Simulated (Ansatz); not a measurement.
Relaxed Bi$_{2}$Se$_{3}$ (Bi2Te3 type, space group R-3m):

```
CELL_PARAMETERS angstrom
      2.07216     1.19636     9.48267
     -2.07216     1.19636     9.48267
      0.00000    -2.39272     9.48267
ATOMIC_POSITIONS crystal
  Bi 0.40087 0.40087 0.40087
  Bi 0.59913 0.59913 0.59913
  Se 0.00000 0.00000 0.00000
  Se 0.21052 0.21052 0.21052
  Se 0.78948 0.78948 0.78948
```

Scan: atom 4 (Se, nearest neighbour Bi at 2.863 Å; its periodic images, 4.1 Å or more away, move with it) is displaced along Cartesian z, direction (0.000, 0.000, 1.000) in Cartesian axes, by s. The other atoms stay.

Level of theory: PBE-D3(BJ) (plane waves to 420 eV, PAW, scalar-relativistic; Ansatz, a program for electronic structure). k mesh 8×8×8 (Γ-centred), Fermi-Dirac smearing 0.05 eV. The energy includes the smearing's −TS. Stress and pressure are positive under compression. F∥ is the force on the atom along that direction. Bi2Se3 was relaxed with its symmetry unable to fall. Spin-orbit coupling is left out, though Bi is heavy. The zero of ΔE is the undisplaced structure.

```json
[
 {"s (Å)": "-0.290", "P (GPa)": "-1.85", "ΔE (meV/cell)": "247.6", "F∥ (eV/Å)": "1.610"},
 {"s (Å)": "-0.232", "P (GPa)": "-1.58", "ΔE (meV/cell)": "161.9", "F∥ (eV/Å)": "1.341"},
 {"s (Å)": "-0.174", "P (GPa)": "…", "ΔE (meV/cell)": "92.7", "F∥ (eV/Å)": "1.040"},
 {"s (Å)": "-0.116", "P (GPa)": "-0.88", "ΔE (meV/cell)": "41.8", "F∥ (eV/Å)": "0.712"},
 {"s (Å)": "-0.058", "P (GPa)": "-0.47", "ΔE (meV/cell)": "10.5", "F∥ (eV/Å)": "0.363"},
 {"s (Å)": "0.000", "P (GPa)": "0.00", "ΔE (meV/cell)": "0.0", "F∥ (eV/Å)": "-0.003"},
 {"s (Å)": "0.058", "P (GPa)": "0.50", "ΔE (meV/cell)": "11.0", "F∥ (eV/Å)": "-0.378"},
 {"s (Å)": "0.116", "P (GPa)": "1.05", "ΔE (meV/cell)": "43.9", "F∥ (eV/Å)": "-0.758"},
 {"s (Å)": "0.174", "P (GPa)": "1.63", "ΔE (meV/cell)": "…", "F∥ (eV/Å)": "-1.136"},
 {"s (Å)": "0.232", "P (GPa)": "2.24", "ΔE (meV/cell)": "…", "F∥ (eV/Å)": "-1.509"},
 {"s (Å)": "0.290", "P (GPa)": "2.89", "ΔE (meV/cell)": "…", "F∥ (eV/Å)": "-1.869"}
]
```

Problem. Complete the blanks.

Solution. 
- -0.174, P (GPa): -1.26
- 0.174, ΔE (meV/cell): 98.9
- 0.232, ΔE (meV/cell): 175.6
- 0.290, ΔE (meV/cell): 273.7

(For displaced atoms, the force is minus the slope of the energy, and its curvature is a force constant, which sets phonon frequencies.)
